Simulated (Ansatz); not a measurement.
This cell of WSe$_{2}$ (2H-MoS2 type, space group P6_3/mmc) is off equilibrium:

```xyz
6
Lattice="3.2790 0.0000 0.0000 -1.6395 2.8397 0.0000 0.0000 0.0000 12.7858" Properties=species:S:1:pos:R:3 pbc="T T T"
W      0.2150     2.1081     3.1965
W      1.6395     0.9466     9.5894
Se     0.0000     1.8931     7.9051
Se     1.6395     0.9466     1.5122
Se     1.6395     0.9466     4.8807
Se     0.0000     1.8931    11.2736
```

All values below come from PBE-D3(BJ) (plane waves to 420 eV, PAW, scalar-relativistic; Ansatz, an electronic-structure program). k mesh 9×9×2 (Γ-centred), Fermi-Dirac smearing 0.05 eV. The energy includes the smearing's −TS. Compression counts positive. As the smearing reaches across the gap at some points, energies and forces of such displacements shift with the k mesh and the smearing. Spin-orbit coupling is left out, though W is heavy. The PAW data are Ansatz's earlier set. WSe2 is run without spin polarisation. WSe2 was relaxed with its symmetry unable to fall.

Task: What forces act on the atoms (eV/Å, Cartesian)?

Result: 
| atom | Fx | Fy | Fz |
|---|---|---|---|
| W1 | -3.189 | -3.714 | 0.000 |
| W2 | 0.015 | 0.013 | 0.000 |
| Se3 | 0.009 | 0.013 | -0.005 |
| Se4 | 1.578 | 1.837 | -0.927 |
| Se5 | 1.578 | 1.837 | 0.927 |
| Se6 | 0.009 | 0.013 | 0.005 |

Task: Give the stress tensor in GPa and the pressure.

Result: 
```
   -0.9     -2.3      0.0
   -2.3      3.4      0.0
    0.0      0.0      4.1
```
The pressure, a third of the trace, is 2.2 GPa.

Task: In it atom 1 sits (0.215, 0.215, 0.000) Å away from its relaxed site. What is its energy relative to the relaxed cell?

Result: 790 meV/cell.

(A displaced cell: forces are minus the slopes of the energy, force constants its curvatures, and phonons follow from these.)
